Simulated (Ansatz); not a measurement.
VBiO$_{4}$:
```
CELL_PARAMETERS angstrom
     -2.58310     2.58310     5.88960
      2.58310    -2.58310     5.88960
      2.58310     2.58310    -5.88960
ATOMIC_POSITIONS crystal
  Bi 0.75000 0.25000 0.50000
  Bi 0.00000 0.00000 0.00000
  V  0.25000 0.75000 0.50000
  V  0.50000 0.50000 0.00000
  O  0.57723 0.96644 0.88750
  O  0.71644 0.32894 0.88921
  O  0.07894 0.68973 0.11250
  O  0.43973 0.82723 0.11079
  O  0.17277 0.28356 0.61250
  O  0.03356 0.92106 0.61079
  O  0.67106 0.56027 0.38750
  O  0.31027 0.42277 0.38921
```

Relaxed with PBE. Special points in fractions of this cell's reciprocal vectors: Γ (0.000, 0.000, 0.000); X (0.000, 0.000, 0.500); P (0.250, 0.250, 0.250); N (0.000, 0.500, 0.000); M (0.500, 0.500, -0.500); S (0.298, 0.702, -0.298); S0 (-0.298, 0.298, 0.298); R (-0.096, 0.096, 0.500); G (0.500, 0.500, -0.096).

Q: List the band energies nearest the valence-band maximum at these points for plane-wave PAW PBE (Ansatz code).

A: In eV from the valence-band maximum; about four levels below and three above (degenerate sets whole), none deeper than 8.9 eV; points with the same levels are listed once.

| k | below | above |
|---|---|---|
| Γ | -0.93 -0.60 -0.60 -0.40 | 2.45 2.91 3.18 |
| X | -0.78 -0.78 -0.35 -0.35 | 2.85 2.85 3.09 3.09 |
| P | -0.77 -0.77 -0.35 -0.35 | 2.84 2.84 3.08 3.08 |
| N | -0.96 -0.86 -0.45 -0.15 | 2.23 2.66 3.06 |
| M | -0.86 -0.86 -0.66 -0.66 | 2.98 2.98 3.08 3.08 |
| S | -0.83 -0.79 -0.50 -0.37 | 2.35 2.63 3.08 |
| R | -0.91 -0.75 -0.37 -0.34 | 2.65 2.92 3.13 |

Space group I4_1/a. The PBE relaxation kept the symmetry of its start. The workflow began spin-polarised and lost its moments. No Hubbard U is applied. Scalar-relativistic: spin–orbit coupling is off unless named, which matters more the heavier the elements.

Potentials: the later of the program's two PAW sets.
